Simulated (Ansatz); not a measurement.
Relaxation of a generated cell, FeSi placed in the AFLOW prototype AB_hR2_166_a_b (L1_1, as in CuPt); 2 atoms in the cell, which starts as R-3m, hexagonal axes (No. 166), hR2; a = 2.6788 Å, b = 2.6788 Å, c = 12.8204 Å, α = 90.00°, β = 90.00°, γ = 120.00°. The numbers are results of PBEsol (plane waves to 420 eV, PAW, scalar-relativistic; Ansatz, a quantum-chemistry and plane-wave program), not measurements. Γ-centred k-mesh 10×10×10 on the run's cell (coarser than for final values), Fermi–Dirac smearing 0.05 eV. This is the first round of the run. Spin-polarised start, with parallel moments on Fe.

The optimiser's lines from the output (shortened; P is positive under compression):

```
relax step   1: F+E_penalty+E_count = -5070.38478553 eV  Δ(F+E_penalty+E_count) = +0.000e0 eV  max|allowed force component| = 2.104e-30 eV/Å  Δτ_max = 0.0000 Å  P = -20.810 GPa  Ω = 26.557 Å³  (12 SCF iters, dr2 threshold 1.00e-7 eV, accepted)
relax step   2: F+E_penalty+E_count = -5070.71753580 eV  Δ(F+E_penalty+E_count) = -3.328e-1 eV  max|allowed force component| = 2.524e-29 eV/Å  Δτ_max = 0.0000 Å  P = -16.627 GPa  Ω = 24.392 Å³  (9 SCF iters, dr2 threshold 2.00e-7 eV, accepted)
relax step   3: F+E_penalty+E_count = -5070.98682019 eV  Δ(F+E_penalty+E_count) = -2.693e-1 eV  max|allowed force component| = 1.683e-29 eV/Å  Δτ_max = 0.0000 Å  P = -12.316 GPa  Ω = 22.761 Å³  (13 SCF iters, dr2 threshold 2.00e-7 eV, accepted)
relax step   4: F+E_penalty+E_count = -5071.07273784 eV  Δ(F+E_penalty+E_count) = -8.592e-2 eV  max|allowed force component| = 6.837e-30 eV/Å  Δτ_max = 0.0000 Å  P = +5.444 GPa  Ω = 21.075 Å³  (14 SCF iters, dr2 threshold 2.00e-7 eV, accepted)
relax step   5: F+E_penalty+E_count = -5071.08178896 eV  Δ(F+E_penalty+E_count) = -9.051e-3 eV  max|allowed force component| = 4.207e-30 eV/Å  Δτ_max = 0.0000 Å  P = +0.198 GPa  Ω = 21.539 Å³  (18 SCF iters, dr2 threshold 2.00e-7 eV, accepted)
relax step   6: F+E_penalty+E_count = -5071.08287967 eV  Δ(F+E_penalty+E_count) = -1.091e-3 eV  max|allowed force component| = 5.506e-31 eV/Å  Δτ_max = 0.0000 Å  P = +0.024 GPa  Ω = 21.579 Å³  (13 SCF iters, dr2 threshold 2.00e-7 eV, accepted)
relax step   7: F+E_penalty+E_count = -5071.08297449 eV  Δ(F+E_penalty+E_count) = -9.482e-5 eV  max|allowed force component| = 4.207e-30 eV/Å  Δτ_max = 0.0000 Å  P = +0.014 GPa  Ω = 21.593 Å³  (11 SCF iters, dr2 threshold 2.00e-7 eV, accepted)
relax step   8: F+E_penalty+E_count = -5071.08297618 eV  Δ(F+E_penalty+E_count) = -1.683e-6 eV  max|allowed force component| = 2.104e-30 eV/Å  Δτ_max = 0.0000 Å  P = -0.001 GPa  Ω = 21.593 Å³  (10 SCF iters, dr2 threshold 1.84e-8 eV, accepted)
relax step   9: F+E_penalty+E_count = -5071.08192247 eV  Δ(F+E_penalty+E_count) = +1.054e-3 eV  max|allowed force component| = 1.578e-30 eV/Å  Δτ_max = 0.0000 Å  P = -0.025 GPa  Ω = 21.593 Å³  stress off target by 4.07e-2 GPa  SCF on the basis re-selected at this cell (its energy is not comparable with the rows above)  (14 SCF iters)
relax step  10: F+E_penalty+E_count = -5071.08192382 eV  Δ(F+E_penalty+E_count) = -1.351e-6 eV  max|allowed force component| = 9.861e-31 eV/Å  Δτ_max = 0.0000 Å  P = +0.002 GPa  Ω = 21.591 Å³  (11 SCF iters, dr2 threshold 4.15e-9 eV, accepted)
relax step  11: F+E_penalty+E_count = -5071.08192207 eV  Δ(F+E_penalty+E_count) = +1.753e-6 eV  max|allowed force component| = 1.216e-30 eV/Å  Δτ_max = 0.0000 Å  P = +0.002 GPa  Ω = 21.591 Å³  stress off target by 2.23e-3 GPa  SCF on the basis re-selected at this cell (its energy is not comparable with the rows above)  (12 SCF iters)
```

From the first to the last row the energy changes by -0.35 eV/atom and the volume by -18.7 %. The last row is marked as not comparable with the walk above it, whose basis was carried along; it does compare with step 1, since both stand on a basis selected at the nominal cutoff for their own cell.

Later rounds, restarted from the end of this one on a renewed k-mesh, logged 4 more steps and released under 0.01 eV/atom more. The final structure after all rounds: R-3m, hexagonal axes (No. 166), hR2, AFLOW prototype AB_hR2_166_a_b (L1_1, as in CuPt); a = b = 2.6131 Å, c = 10.9435 Å, α = β = 90.00°, γ = 120.00°. Between re-selections the logged energies stand on a plane-wave basis carried along with the cell. No spin polarisation in the result: the starting moments vanished. A magnetic state may lie lower.

The run could not lose the symmetry of its start: the end is stationary, and may be a saddle point rather than a minimum.

All atoms sit on sites fixed by symmetry, so only the cell could relax.

The relaxed structure here is a generated cell of FeSi: the first start was made by placing the elements on the sites of a structure type, and the end was not matched to a known phase here, so it may be hypothetical.
